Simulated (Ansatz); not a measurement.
A: Ta (bcc, W type), a = b = c = 3.320 Å, α = β = γ = 90.00°
B: FeS$_{2}$ (pyrite type, space group Pa-3), a = b = c = 5.404 Å, α = β = γ = 90.00°
C: AlAs (zinc blende), a = b = c = 5.728 Å, α = β = γ = 90.00°
D: PbS (rock salt), a = b = c = 6.009 Å, α = β = γ = 90.00°

Scan: energy against volume (even scaling of the relaxed cell, symmetry kept). One method and one kind of scan serve all of them; meshes and ranges differ. All were relaxed with their symmetry unable to fall. FeS2 is run without spin polarisation. Spin-orbit coupling is left out. Ta is run without spin polarisation. The PAW data are Ansatz's earlier set.

Q: Rank these by bulk modulus (fitted) (lowest first), as PBE (plane waves to 420 eV, PAW, scalar-relativistic; Ansatz, a first-principles code) gives it.

A: D (52.8 GPa), C (67.1 GPa), B (156 GPa), A (196 GPa)

(Under strain, the slope of the energy per volume gives the stress and its curvature an elastic modulus.)
